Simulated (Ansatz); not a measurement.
**Nb3Te2Mo: rattling a relaxed structure**

The cell was found from a proposed guess, not taken from experiment.

Method: DFT PBE, scalar-relativistic, plane waves, PAW in Ansatz. Plane waves to 420 eV, a k mesh through Γ of 10×10×4 on the computed 6-atom cell and Gaussian smearing (0.10 eV); no spin polarisation.

The cell below (6 atoms, space group P4mm (No. 99)) is relaxed within its symmetry.

```
Nb Te Mo
1.0
     3.42807    0.00000    0.00000
     0.00000    3.42807    0.00000
     0.00000    0.00000   11.33963
Nb Te Mo
3 2 1
Direct
  0.00000 0.00000 0.58502
  0.50000 0.50000 0.18182
  0.00000 0.00000 0.31913
  0.00000 0.00000 0.04527
  0.50000 0.50000 0.72489
  0.50000 0.50000 0.45386
```

For the test a repeat of it with 12 atoms (edges 3.43, 3.43, 22.68 Å) was strained at random (σ = 1.5 % a component), the atoms were moved at random (σ = 0.15 Å), and all was relaxed again on a coarse 6×6×1 mesh (in the run’s order of axes) with 0.20 eV smearing, with no symmetry imposed.

Weakly bound directions are ill-defined at this level, which has no dispersion term. Spin–orbit coupling, which can matter for Te, is left out.

Question: Does it come back?

Answer: It returns, within 1 meV/atom of the unmoved cell on that mesh and with the same symmetry when read at 0.1 Å (P1 at 0.01 Å, so small strains and shifts remain). No instability shows in this cell; modes of other wave vectors, which need another repeat, aren't tested.
